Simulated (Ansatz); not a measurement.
## MnSb (P63/mmc): the volume from the results

```
CELL_PARAMETERS angstrom
4.15000 0.00000 0.00000
-2.07500 3.59401 0.00000
0.00000 0.00000 5.78000
ATOMIC_POSITIONS crystal
Mn 0.00000 0.00000 0.00000
Mn 0.00000 0.00000 0.50000
Sb 0.33333 0.66667 0.25000
Sb 0.66667 0.33333 0.75000
```

The reference geometry is a structure as deposited in COD; nothing is relaxed.

Settings: PBEsol, 9×9×6 k mesh, Fermi–Dirac smearing of 0.1 eV. PAW means Ansatz 0.2.0 on its default frozen-core files. Site moments are integrated in spheres about the atoms. Start moments (μB): Mn1 4, Mn2 4.

The cell is scaled evenly, and every run starts from the same moments. Some of the runs:

```tsv
V/V₀	cell moment (μB)	largest site moment (μB)	F − F(V₀) (meV/atom)	pressure (GPa)
1	6.66	3.40	0	-7.2
1.05	6.92	3.55	54	-8.9
1.18	7.46	3.87	235	-11.4
```

Question: Another run of the series gave cell moment (μB) = 4.68, largest site moment (μB) = 2.35, F − F(V₀) (meV/atom) = -41, pressure (GPa) = 7.0. At which V/V₀ was it made?
A. 0.9
B. 0.95
C. 0.8
D. 0.85
E. 0.72
F. 1.1

Answer: C. V/V₀ = 0.8.

Question: Another run of the series gave cell moment (μB) = 6.36, largest site moment (μB) = 3.23, F − F(V₀) (meV/atom) = -41, pressure (GPa) = -5.0. At which V/V₀ was it made?
A. 0.72
B. 1.1
C. 0.8
D. 0.85
E. 0.95
F. 0.9

Answer: E. V/V₀ = 0.95.

The whole series:

| V/V₀ | cell moment (μB) | largest site moment (μB) | F − F(V₀) (meV/atom) | pressure (GPa) |
| --- | --- | --- | --- | --- |
| 0.72 | 3.64 | 1.81 | 114 | 23.1 |
| 0.8 | 4.68 | 2.35 | -41 | 7.0 |
| 0.85 | 5.38 | 2.71 | -68 | 1.6 |
| 0.9 | 5.96 | 3.01 | -65 | -2.1 |
| 0.95 | 6.36 | 3.23 | -41 | -5.0 |
| 1 | 6.66 | 3.40 | 0 | -7.2 |
| 1.05 | 6.92 | 3.55 | 54 | -8.9 |
| 1.1 | 7.16 | 3.69 | 119 | -10.1 |
| 1.18 | 7.46 | 3.87 | 235 | -11.4 |

The PAW files were made with PBE; the program remakes their cores once for the run's functional and then keeps them frozen. Under strong compression frozen cores are worth checking against an all-electron run. The Ansatz runs typed with the search for lower states off end where their start leads. Spin–orbit coupling is left out although heavy atoms are present. The magnetic state is the one that this cell and start allow. It needn't be the compound's measured order, which may need a larger cell or be absent.
